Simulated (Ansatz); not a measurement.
W2N (anti-CdI2 type, P-3m1) at seven volumes, r²SCAN (plane waves, PAW; program Ansatz), shape and atoms relaxed at each. One row is withheld.

| V (Å³/atom) | P (GPa) |
|---|---|
| 11.083 | 40.63 |
| 11.448 | 24.84 |
| 11.813 | 11.41 |
| 12.179 | 0.00 |
| 12.544 | -9.67 |
| 12.909 | -17.86 |
| 13.275 | ? |

### Question
Fit the shown pressures and predict the withheld one.

### Answer
P = (3/2)B₀(x^(7/2) − x^(5/2))[1 + (3/4)(B′ − 4)(x − 1)] with x = (V₀/V)^(2/3). Least squares on the six rows gives V₀ = 12.179 Å³/atom, B₀ = 349 GPa, B′ = 4.44. At V = 13.275, x = 0.9442 and P = -24.85 GPa. The run itself gave -24.76 GPa.

The cell is a constructed one: a structure type filled with these elements; neither database checked (COD, Materials Project) lists it. Its standing as an ambient phase is unchecked. Symmetry was held in the r²SCAN relaxation; whether a distortion lowers the energy is not shown. No spin polarisation was allowed. Scalar-relativistic: spin–orbit coupling is off unless named, which matters more the heavier the elements.

Potentials: the later of the program's two PAW sets.
